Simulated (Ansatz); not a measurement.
## LuHg (Pm-3m): elasticity against pressure

```
CELL_PARAMETERS angstrom
3.58928 0.00000 0.00000
0.00000 3.58928 0.00000
0.00000 0.00000 3.58928
ATOMIC_POSITIONS crystal
Lu 0.50000 0.50000 0.50000
Hg 0.00000 0.00000 0.00000
```

This is the zero-pressure cell. At each pressure cell and atoms are relaxed in this structure, and the constants are slopes of the stress at strains of ±0.005 with relaxed ions (the coefficients that govern stability under load). Level: PBEsol, PAW on Ansatz 0.2.0's default frozen-core files (fitted under PBE), scalar-relativistic; k mesh 14×14×14, strains of ±0.005, Fermi-Dirac smearing of 0.100 eV, cutoff 420 eV. P is the pressure of the relaxed cell, less that of this one.

| P (GPa) | V/V₀ | C11 (GPa) | C12 (GPa) | C44 (GPa) |
| --- | --- | --- | --- | --- |
| 0.00 | 1.0000 | 109.7 | 66.9 | 46.3 |
| 1.01 | 0.9880 | 114.5 | 71.4 | 48.5 |
| 2.02 | 0.9767 | 119.1 | 76.0 | 50.6 |
| 4.02 | 0.9563 | 127.8 | 84.8 | 54.5 |
| 7.02 | ? | ? | ? | ? |
| 10.01 | 0.9061 | 151.6 | 110.1 | 65.2 |
| 15.00 | 0.8729 | 169.5 | 130.4 | 73.0 |

Problem. Does the bulk modulus from the constants agree with the pressure-volume curve?

Solution. A third-order Birch-Murnaghan fit to the volumes shown (F against f, f = [(V₀/V)^(2/3) − 1]/2) gives B₀ = 81.3 GPa and B′ = 4.5. Its −V dP/dV stands beside (C11 + 2C12)/3:

| P (GPa) | from P(V) | from the constants |
| --- | --- | --- |
| 0.00 | 81.3 | 81.2 |
| 1.01 | 85.8 | 85.8 |
| 2.02 | 90.3 | 90.4 |
| 4.02 | 98.9 | 99.1 |
| 10.01 | 124.1 | 124.0 |
| 15.00 | 144.5 | 143.4 |

Problem. What are the pressure derivatives at zero pressure?

Solution. Slopes at V₀ of quadratic fits in −ln(V/V₀) through the first four rows shown, divided by B₀: dC11/dP = 4.8, dC12/dP = 4.5, dC44/dP = 2.2. The mean slopes up to 2.0 GPa are 4.7, 4.5, 2.1; curvature and scatter of the constants part the two. The combination (dC11/dP + 2 dC12/dP)/3 = 4.6 stands against B′.

Problem. Fill the row at 7.02 GPa.

Solution. Cubic fits in −ln(V/V₀) through all rows shown give C11 = 140.2, C12 = 97.7, C44 = 60.1 GPa. Computed: V/V₀ = 0.9295, C11 (GPa) = 140.1, C12 (GPa) = 97.6, C44 (GPa) = 60.1.

Problem. Does a shear stiffness soften?

Solution. C44 goes from 46.3 to 73.0 GPa; (C11 − C12)/2 goes from 21.4 to 19.6 GPa, through a maximum of 21.6 near 2 GPa. (C11 − C12)/2 softens under pressure, though the lattice stays mechanically stable over this range.

Known limits: no other phase was computed; many crystals of this kind change structure within this range, and rows or crossings beyond such a change describe a metastable lattice; frozen-core PAW files fitted under PBE, their cores solved anew for the functional of the run; responses of metals move with mesh and smearing; no spin-orbit coupling on heavy atoms; phonons weren't checked at these pressures.
